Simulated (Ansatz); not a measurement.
AlGa3N4:
```
CELL_PARAMETERS angstrom
      4.46763     0.00000     0.00000
      0.00000     4.46763     0.00000
      0.00000     0.00000     4.46763
ATOMIC_POSITIONS crystal
  Al 0.00000 0.00000 0.00000
  Ga 0.50000 0.50000 0.00000
  Ga 0.00000 0.50000 0.50000
  Ga 0.50000 0.00000 0.50000
  N  0.75503 0.75503 0.24497
  N  0.75503 0.24497 0.75503
  N  0.24497 0.24497 0.24497
  N  0.24497 0.75503 0.75503
```

Tensor components refer to the Cartesian frame of this cell.

Task: Give the high-frequency dielectric tensor and the Born effective charge tensors of the independent atoms from DFPT, PBEsol (plane waves, PAW; program Ansatz).

Result: 
ε∞:
```
5.57  0.00  0.00
0.00  5.57  0.00
0.00  0.00  5.57
```
Z* of atom 1 (Al), rows: field, columns: displacement, in e:
```
2.56  0.00  0.00
0.00  2.56  0.00
0.00  0.00  2.56
```
Z* of atom 2 (Ga), rows: field, columns: displacement, in e:
```
2.60  0.00  0.00
0.00  2.60  0.00
0.00  0.00  2.70
```
Z* of atom 5 (N), rows: field, columns: displacement, in e:
```
-2.61   0.05  -0.05
 0.05  -2.61  -0.05
-0.05  -0.05  -2.61
```

Space group P-43m. The first step of the workflow began from a Materials Project structure, measured or hypothetical; the Crystallography Open Database copy checked does not list it. With Al and Ga taken as one species the cell has the higher symmetry F-43m, so it may be an ordered model of a mixed-site phase. Its standing as an ambient phase is unchecked. The cell was relaxed with PBEsol under the symmetry of its start; whether a distortion lowers the energy is not shown. Scalar-relativistic: spin–orbit coupling is off unless named, which matters more the heavier the elements.

Potentials: the later of the program's two PAW sets.
